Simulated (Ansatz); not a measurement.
Zr₂CuS₄, in the lowest of the structures calculated here: Fd-3m, origin choice 1 (No. 227), cF56, spinel type; a = 10.4044 Å, b = 10.4044 Å, c = 10.4044 Å, α = 90.00°, β = 90.00°, γ = 90.00°; Zr 16c (0.125, 0.125, 0.125); Cu 8b (0.500, 0.500, 0.500); S 32e (0.374, 0.374, 0.374). Computed with r2SCAN (plane waves to 500 eV, PAW, scalar-relativistic; Ansatz, a first-principles code). Element references, the lowest calculated here: Zr (P6/mmm, not the ambient form), Cu (Fm-3m), S (Fddd).

Problem. Predict the formation energy of this Fd-3m form of Zr2CuS4 from the elements from r2SCAN.

Solution. -1.55 eV/atom.

Static energies, no anion corrections, no zero-point energy. Values are rounded to 0.01 eV/atom. The compounds carry no spin polarisation.
